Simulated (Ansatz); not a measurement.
AlIr:
```
CELL_PARAMETERS angstrom
      0.00000     2.52474     2.52474
      2.52474     0.00000     2.52474
      2.52474     2.52474     0.00000
ATOMIC_POSITIONS crystal
  Ir 0.00000 0.00000 0.00000
  Al 0.50000 0.50000 0.50000
```

Relaxed with PBE. Special points in fractions of this cell's reciprocal vectors: Γ (0.000, 0.000, 0.000); X (0.500, 0.000, 0.500); U (0.625, 0.250, 0.625); K (0.375, 0.375, 0.750); L (0.500, 0.500, 0.500); W (0.500, 0.250, 0.750).

List the band energies nearest the Fermi level at these points for PBE with spin–orbit coupling (plane waves, PAW; program Ansatz).

In eV from the Fermi level; about four levels below and three above (degenerate sets whole), none deeper than 8.9 eV; points with the same levels are listed once.

```tsv
k	below	above
Γ	-1.97 -1.97 -1.97 -1.97	5.62 5.62 6.27 6.27 6.27 6.27
X	-0.84 -0.84 -0.10 -0.10	0.41 0.41 1.66 1.66
U	-1.00 -1.00 -0.65 -0.65	0.84 0.84 1.74 1.74
L	-1.10 -1.10 -0.72 -0.72	0.33 0.33 6.67 6.67
W	-0.50 -0.50 -0.42 -0.42	1.06 1.06 1.29 1.29
```

Space group Fm-3m (rock salt). The start of the workflow was typed in or built on a structure type; neither database checked (COD, Materials Project) lists it. Its standing as an ambient phase is unchecked. The PBE relaxation kept the symmetry of its start; its stability against distortions is not shown here. No spin polarisation was allowed.

Potentials: the earlier of the program's two PAW sets.
